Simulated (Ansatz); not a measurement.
RuS2:
```
RuS2
1.0
    5.63192     0.00000     0.00000
    0.00000     5.63192     0.00000
    0.00000     0.00000     5.63192
Ru S
4 8
Direct
  0.00000   0.00000   0.00000
  0.50000   0.00000   0.50000
  0.50000   0.50000   0.00000
  0.00000   0.50000   0.50000
  0.38791   0.38791   0.38791
  0.11209   0.61209   0.88791
  0.88791   0.11209   0.61209
  0.61209   0.88791   0.11209
  0.61209   0.61209   0.61209
  0.88791   0.38791   0.11209
  0.11209   0.88791   0.38791
  0.38791   0.11209   0.88791
```

Tensor components refer to the Cartesian frame of this cell.

Question: Give the high-frequency dielectric tensor and the Born effective charge tensors of the independent atoms from DFPT, the program Ansatz at the r²SCAN level (PAW).

Answer: 
ε∞:
```
14.5  0.00  0.00
0.00  14.5  0.00
0.00  0.00  14.5
```
Z* of atom 1 (Ru), rows: field, columns: displacement, in e:
```
-3.74  -0.42  -0.19
-0.19  -3.74  -0.42
-0.42  -0.19  -3.74
```
Z* of atom 5 (S), rows: field, columns: displacement, in e:
```
1.87  0.26  0.14
0.14  1.87  0.26
0.26  0.14  1.87
```

Static charges for comparison (Bader): Ru1 +0.67, S5 -0.33 e. Born charges measure polarisation by displacement and can exceed these by far.

Space group Pa-3. The r²SCAN relaxation kept the symmetry of its start; phonons on a q-mesh show no instability. The run is not spin-polarised. Spin–orbit coupling is left out wherever it is not named.

Potentials: the later of the program's two PAW sets.
